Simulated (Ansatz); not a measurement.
**Pressure against volume in CaZnBr4**

It was reached by relaxing an invented guess, and it needn't be the stable form of this composition.

The calculation used DFT PBE, scalar-relativistic, plane waves, PAW in Ansatz 0.2.0. Cutoff 420 eV, Γ-centred 4×4×8 mesh (6-atom cell), Gaussian smearing of 0.02 eV, no spin polarisation.

```
Ca Zn Br
1.0
     4.71481   -4.72510    0.00000
     4.71481    4.72510    0.00000
     0.00000    0.00000    4.05542
Ca Zn Br
1 1 4
Direct
  0.50000 0.50000 0.50000
  0.00000 0.00000 0.00000
  0.81733 0.81733 0.50000
  0.71172 0.28828 0.00000
  0.28828 0.71172 0.00000
  0.18267 0.18267 0.50000
```

The cell was set to several volumes, with shape and atoms relaxed at each where symmetry leaves them free. Pressure is positive in compression, and energies count from the lowest row.

```tsv
row	V (Å³/atom)	P (GPa)	ΔE (meV/atom)	gap on mesh (eV)
1	26.502	5.17	50.6	2.36
2	27.405	?	?	?
3	28.309	2.08	10.8	2.21
4	29.212	0.92	2.5	2.15
5	30.115	0.00	0.0	2.10
6	31.019	-0.69	2.0	2.08
7	31.922	-1.15	7.3	2.09
```

Problem. Find B = −V·ΔP/ΔV from rows 4 and 6 and from rows 1 and 3, and from the two its slope B′ and its value B0 at zero pressure.

Solution. Rows 4 and 6 give −(29.212 + 31.019)/2 × (-0.69 − (0.92))/(31.019 − 29.212) = 26.8 GPa at a mean pressure of 0.12 GPa. Rows 1 and 3 give −(26.502 + 28.309)/2 × (2.08 − (5.17))/(28.309 − 26.502) = 46.9 GPa at a mean pressure of 3.62 GPa. So B′ = (46.9 − 26.8)/(3.62 − (0.12)) = 5.74 and B0 = 26.8 − 5.74 × (0.12) = 26.1 GPa. A third-order Birch–Murnaghan fit to all the energies gives B0 = 26.3 GPa and B′ = 6.9.

Problem. Estimate the pressure and energy of row 2.

Solution. From row 5, V0 = 30.115 × (1 + (0.00)/26.1) = 30.115 Å³/atom. Murnaghan's form P = (B0/B′)·[(V0/V)^B′ − 1] gives (26.1/5.74) × [(30.115/27.405)^5.74 − 1] = 3.27 GPa; the computed pressure is 3.48 GPa, so the estimate is off by -0.21 GPa. The work of compression from row 3, with the mean of the two pressures, gives ΔE = 10.8 + (3.27 + 2.08)/2 × (28.309 − 27.405)/160.2 × 1000 = 25.9 meV/atom (1 eV/Å³ = 160.2 GPa); the computed value is 26.4 meV/atom.

Problem. Fit the gap against pressure through the other rows and estimate it at the computed pressure of row 2.

Solution. Over the 6 rows the mean pressure is 1.0550 GPa and the mean gap is 2.165 eV. The sums of products of deviations are S_xx = 27.02 and S_xy = 1.233, so the slope is 1.233/27.02 = 0.04563 (r = 0.99, rms misfit 0.01 eV). At 3.48 GPa the line gives 2.165 + (0.04563) × (3.48 − 1.0550) = 2.28 eV. The computed value is 2.29 eV, so the line is off by -0.01 eV, less than the largest miss among the fitted rows (0.03 eV).

Kohn–Sham gaps at this level usually fall short of measured ones. All volumes keep the k mesh of the relaxed cell. A structure relaxed within its symmetry needn't be a true minimum.
